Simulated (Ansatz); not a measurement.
La4MgNiO8 — electrostatic potentials at the O nuclei

Cell: a Materials Project structure (computed, not necessarily an observed phase).

Space group Cmmm (No. 65); a = 5.5406, b = 12.5311, c = 5.5363 Å.

```
site  Wyckoff  site symmetry       x       y       z
 La1       4i            m2m  0.5000  0.6367  0.0000
 La3       4j            m2m  0.5000  0.8633  0.5000
  Mg       2b            mmm  0.5000  0.0000  0.0000
  Ni       2d            mmm  0.0000  0.0000  0.5000
  O7       4i            m2m  0.5000  0.8213  0.0000
  O9       8o            .m.  0.2514  0.0000  0.2490
 O11       4j            m2m  0.5000  0.3211  0.5000
```

One atom of each set is listed; the run and its k-mesh use a cell of 14 atoms with edges of 6.85, 6.85, 5.54 Å.

The numbers come from a DFT calculation in Ansatz (r2SCAN, plane waves and PAW, scalar-relativistic, collinear spin, 500 eV cutoff, Γ-centred 4×4×4 k-points, Fermi–Dirac smearing 0.02 eV). Start moments as typed (μB): 2 on each Ni, none on the rest.

The potential at a nucleus is that of all electrons and the other nuclei. A higher potential binds the core electrons more strongly, so differences between sites of one element are the initial-state part of core-level shifts.

Q: Rank the O sites by the potential at the nucleus, lowest first, and give each against the lowest.
A. O9: 1 Mg at 1.95 Å, 1 Ni at 1.97 Å, angle 180°; also 4 La at 2.60 Å
B. O11: 1 Ni at 2.24 Å, 1 La at 2.31 Å, angle 180°; also 4 La at 2.82 Å
C. O7: 1 Mg at 2.24 Å, 1 La at 2.31 Å, angle 180°; also 4 La at 2.82 Å

A: A (0.00 V), C (0.18 V), B (0.32 V).

The program didn't check the stability of this electronic state in full, so a lower one may lie near. All moments are parallel here, as the start or the cell imposes; many such compounds order antiparallel, where fields and spin densities carried over to other atoms largely cancel. The magnetic order is the one that the run reached from its start moments, not necessarily the measured one.
